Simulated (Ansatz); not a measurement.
In PBE (plane waves, PAW; program Ansatz), CoPtW in the trigonal phase (P3m1; Co on 1a, Pt on 1b, W on 1c) relaxes to a = 2.750 Å, c = 6.553 Å. Co has 12 nearest neighbours from 2.59 Å (cuboctahedral); Pt has 12 nearest neighbours from 2.70 Å (cuboctahedral); W has 12 nearest neighbours from 2.59 Å (cuboctahedral). Against the elements it lies at 0.071 eV/atom, with no fitted shifts.

Electronic character: metallic (no gap). The magnetic state found is ferromagnetic. The net moment is 0.30 μB per atom.

The start of the workflow was typed in or built on a structure type; neither database checked (COD, Materials Project) lists it. Whether it is the stable phase at ambient conditions was not checked. Symmetry was held in the PBE relaxation; whether a distortion lowers the energy is not shown. Spin order of the final state: ferromagnetic, the only order run, not a proven ground state. Axis ratios of metals converge slowly with the k-mesh, so a and c are less sure than the volume. The references are the lowest solids computed at this level, not always the standard phases. Scalar-relativistic: spin–orbit coupling is off unless named, which matters more the heavier the elements.

Potentials: the later of the program's two PAW sets.
